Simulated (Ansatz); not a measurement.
Relaxed Si (diamond):

```
CELL_PARAMETERS angstrom
      0.00000     2.71682     2.71682
      2.71682     0.00000     2.71682
      2.71682     2.71682     0.00000
ATOMIC_POSITIONS crystal
  Si 0.00000 0.00000 0.00000
  Si 0.25000 0.25000 0.25000
```

In each cell atom 1 (Si, nearest neighbour Si at 2.353 Å; its periodic images, 3.8 Å or more away, move with it) moves by s·(0.707, 0.707, 0.000) (along Cartesian [110]), the rest being held.

Level of theory: PBEsol (plane waves to 420 eV, PAW, scalar-relativistic; Ansatz, a first-principles code). k mesh 9×9×9 (Γ-centred), Fermi-Dirac smearing 0.05 eV. E stands for the smeared free energy. As the smearing reaches across the gap at some points, energies and forces of such displacements shift with the k mesh and the smearing. Si was relaxed with its symmetry unable to fall. The zero of ΔE is the undisplaced structure. The last digit holds for this mesh only.

```
s (Å)   ΔE (meV/cell)
------  -------------
-0.240          372.8
-0.192          240.7
-0.144          136.8
-0.096       withheld
-0.048           15.3
0.000             0.0
0.048            15.3
0.096        withheld
0.144           136.8
0.192           240.7
0.240           372.8
```

Fit an even polynomial form (powers 2, 4, 6) to the given rows and predict ΔE at s = 0.096.

Least squares on the 9 given rows: ΔE = (6705)·s² + (-6000)·s⁴ + (33980)·s⁶, in meV/cell with s in Å; root-mean-square residual 0.06 meV/cell. At 0.096 the fit gives 61.3 meV/cell; the calculation gives 61.1 meV/cell, so the interpolation is off by 0.2 (+0.3 %). The quadratic term alone would give 61.8 meV/cell.

(For displaced atoms, the force is minus the slope of the energy, and its curvature is a force constant, which sets phonon frequencies.)
